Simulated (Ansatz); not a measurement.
Input:

AlInSb$_{2}$:
```xyz
4
Lattice="2.2196 1.2815 7.2421 -2.2196 1.2815 7.2421 0.0000 -2.5629 7.2421" Properties=species:S:1:pos:R:3 pbc="T T T"
Al     0.0000     0.0000    21.7142
In     0.0000     0.0000    10.8774
Sb     0.0000     0.0000     2.6254
Sb     0.0000     0.0000    13.6670
```

This is the LDA-relaxed structure. Tensor components refer to the Cartesian frame of this cell.

Problem. All from DFT-LDA in the program Ansatz with PAW potentials, unless another level is named. Give the hole effective mass, band 1 of 2 at the edge.

Solution. 0.45 along x, 0.81 along z (mₑ).

Problem. Next, the electron effective mass?

Solution. 0.031, 0.031, 0.058 mₑ (principal values).

Problem. What about the band gap?

Solution. 0.46 eV (direct).

Problem. Next, the valence-band maximum?

Solution. at Γ.

Problem. And the weight of the valence-edge state by species (Voronoi cells)?

Solution. Sb 73 %, In 19 %, Al 8 %.

Space group R3m. The workflow started from a Materials Project entry (that database holds measured and hypothetical structures alike); the Crystallography Open Database copy checked does not list it. With Al and In taken as one species the cell has the higher symmetry F-43m, so it may be an ordered model of a mixed-site phase. Its standing as an ambient phase is unchecked. Symmetry was held in the LDA relaxation; of distortions, only those at the zone centre were tested. Scalar-relativistic: spin–orbit coupling is off unless named, which matters more the heavier the elements.

Potentials: the later of the program's two PAW sets.
